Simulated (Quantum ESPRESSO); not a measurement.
# Moving one atom in Zr3GaO7F

The results below are calculated, not measured. They come from pw.x of Quantum ESPRESSO 7.5, a plane-wave density functional program, with PseudoDojo standard norm-conserving files (v0.5 for PBE, v0.4.1 for LDA and PBEsol). The cells are made up: elements, strain and atom displacements were drawn at random, and nothing was relaxed. There is no spin polarisation, spin-orbit coupling or dispersion term.

The cell has 12 sites of a rutile lattice (two cells along c). Sites 1 to 4 hold Zr Zr Ga Zr; sites 5 to 12 hold O O O O O F O O. Cell vectors in Å: (4.886, 0.000, 0.000); (0.000, 4.886, 0.000); (0.000, 0.000, 6.521). Settings: PBE, cutoff 1143 eV, 5 x 5 x 4 k mesh shifted by half a step, Fermi-Dirac smearing of 0.025 eV.

Each run shifts the Zr atom on site 1 along x and leaves all else fixed. Site 6 is one of its nearest neighbours. E is the free energy of the cell above the lowest run shown. The last column is band 50 less band 49 at Gamma, from a band step after each run.

| run | shift (Å) | Fx on site 1 (eV/Å) | Fx on site 6 (eV/Å) | P (GPa) | E (meV) | level step at Gamma (eV) |
| --- | --- | --- | --- | --- | --- | --- |
| 1 | -0.0972 | 1.044 | -0.417 | -2.88 | 34.5 | 2.354 |
| 3 | 0.0213 | -0.445 | -0.259 | -3.15 | 0.0 | 2.368 |
| 4 | 0.0302 | -0.554 | -0.255 | -3.14 | 4.4 | 2.368 |
| 5 | 0.0580 | -0.892 | -0.252 | -3.11 | 24.5 | 2.368 |
| 6 | 0.0790 | -1.147 | -0.255 | -3.07 | 46.0 | 2.367 |
| 7 | 0.0992 | -1.393 | -0.264 | -3.01 | 71.6 | 2.365 |
| 2 | -0.0247 | ? | ? | ? | ? | ? |

A rerun of one of these cells at 1467 eV and k mesh 7 x 7 x 6 moved values by no more than 0.004 eV in the cell's energy, 0.03 GPa in stress and 0.003 eV/Å in force.

## Worked fit

A parabola through the six runs shown gives Fx on site 1 = -0.181 - 12.40 u + 2.0 u² eV/Å, with u in Å and a scatter of 0.002 eV/Å. Minus the slope, 12.40 ± 0.11 eV/Å², is this atom's force constant along x at u = 0, with its periodic images moving too. The fitted force vanishes at u = -0.015 Å, where the energy should be lowest along this line. The error is the larger of the fit's own and the change that a cubic makes, rounded up.

## Withheld run

Question: what Fx on site 1 should run 2 give?

The fit gives 0.127 eV/Å. The calculation gave 0.122 eV/Å.

```
run,shift (Å),Fx on site 1 (eV/Å),Fx on site 6 (eV/Å),P (GPa),E (meV),level step at Gamma (eV)
2,-0.0247,0.122,-0.294,-3.11,-7.5,2.366
```